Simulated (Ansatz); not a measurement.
# rocksalt-structured LaS

Method: PBEsol, scalar-relativistic; no spin polarisation; PAW, 420 eV, Γ-centred 10×10×10 mesh, 0.05 eV Gaussian smearing; code Ansatz; PAW files: Ansatz's generated set soft_2.

```
CELL_PARAMETERS angstrom
0.00000 2.90266 2.90266
2.90266 0.00000 2.90266
2.90266 2.90266 0.00000
ATOMIC_POSITIONS crystal
La 0.50000 0.50000 0.50000
S 0.00000 0.00000 0.00000
```

The start was a prototype's sites filled with these elements; the Crystallography Open Database holds the compound in this structure.

The cell is relaxed to zero pressure at this level.

The cell has space group Fm-3m (read at 0.01 Å). In it the stress is 0.00, 0.00, 0.00, 0.00, 0.00, 0.00 GPa and the largest force component 0.000 eV/Å. Each change below starts from this cell, without further relaxation. Stress is in GPa, positive in compression, in the order xx, yy, zz, yz, xz, xy; energies are counted from the cell above and are free energies with the smearing's entropy, which match forces and stress in a metal.

One atom was moved along a Cartesian axis, and these forces appeared. Which atom, and about how far?
| atom | Fx (eV/Å) | Fy | Fz |
| --- | --- | --- | --- |
| La1 | 0.000 | 0.000 | -0.138 |
| S2 | 0.000 | 0.000 | 0.138 |

Atom 1 (La) is moved by 0.02 Å along z; the energy changes by 1.4 meV per cell. Moving the other atom the opposite way is the same thing.

What stress follows from an engineering strain of 2 % in xy, atoms carried along?

0.00, 0.00, 0.00, 0.00, 0.00, -0.48 GPa; the energy changes by 1.5 meV per cell.
The change of the stress over the strain gives a clamped-atom stiffness of about 24 GPa for this component.
In a harmonic crystal the energy would rise by V(½Cε² − σ₀ε), with σ₀ the stress of the unstrained cell, = 1.5 meV, close to the run's value; the rest is anharmonic or numerical.

No spin–orbit coupling, a notable omission for heavy elements. The cell is a metal with an odd number of electrons, and spin polarisation wasn't tried.
